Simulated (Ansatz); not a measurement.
BePd:
```
BePd
1.0
    2.77244     0.00000     0.00000
    0.00000     2.77244     0.00000
    0.00000     0.00000     2.77244
Be Pd
1 1
Cartesian
  0.00000   0.00000   0.00000
  1.38622   1.38622   1.38622
```

Relaxed with LDA. Special points in fractions of this cell's reciprocal vectors: Γ (0.000, 0.000, 0.000); X (0.000, 0.500, 0.000); M (0.500, 0.500, 0.000); R (0.500, 0.500, 0.500).

Problem. List the band energies nearest the Fermi level at these points for DFT-LDA in the program Ansatz with PAW potentials.

Solution. In eV from the Fermi level; about four levels below and three above (degenerate sets whole), none deeper than 8.9 eV; points with the same levels are listed once.

| k | below | above |
|---|---|---|
| Γ | -5.96 -5.96 -2.44 -2.44 -2.44 | 5.33 5.33 5.33 |
| X | -4.11 -4.11 -2.29 -0.01 | 10.37 10.37 11.47 |
| M | -3.53 -3.53 -2.03 -2.03 -1.33 | 5.65 6.45 8.77 |
| R | -6.78 -6.78 -6.78 -1.25 -1.25 | 4.96 5.67 5.67 5.67 |

Space group Pm-3m (CsCl type). The workflow started from a Materials Project entry (that database holds measured and hypothetical structures alike); the Crystallography Open Database files this formula in space group No. 221, but the cells were not matched. Its standing as an ambient phase is unchecked. Symmetry was held in the LDA relaxation; of distortions, only those at the zone centre were tested. The run is not spin-polarised. Spin–orbit coupling is left out wherever it is not named.

Potentials: the later of the program's two PAW sets.
